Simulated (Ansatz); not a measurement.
# BeLu and the effect of the functional

```
Lu Be
1.0
     3.32037    0.00000    0.00000
     0.00000    3.32037    0.00000
     0.00000    0.00000    3.32037
Lu Be
1 1
Cartesian
  0.0000 0.0000 0.0000
  1.6602 1.6602 1.6602
```

The cell comes from a database or a generator and needn't be the stable form of this composition.

Kept alike: task band structure; k mesh 8 × 8 × 8; occupations fermi-dirac, width 0.05 eV; no spin polarisation. Program: Ansatz, Ansatz PAW. Cutoffs run from 420 to 500 eV. The mesh is that of the run's cell of 2 atoms. No spin-orbit coupling.

| functional | pressure (GPa) |
| --- | --- |
| BLYP | 1.67 |
| LDA | -5.37 |
| PBE | 0.07 |
| PBEsol | -2.47 |
| RPBE | 2.35 |
| r2SCAN | -0.45 |
| revPBE | 1.81 |

Pressure is positive in compression, with a Pulay correction for the finite cutoff. For a metal such a mesh leaves the last digits unconverged. All rows use potentials made for PBE.

Q: What does the functional change here?

A: The pressure runs from -5.37 (LDA) to 2.35 GPa (RPBE). From PBE: BLYP +1.60; LDA -5.44; PBEsol -2.54; RPBE +2.28; r2SCAN -0.52; revPBE +1.74. A positive pressure means that the functional's own cell is larger than the one given, a negative one that it is smaller.
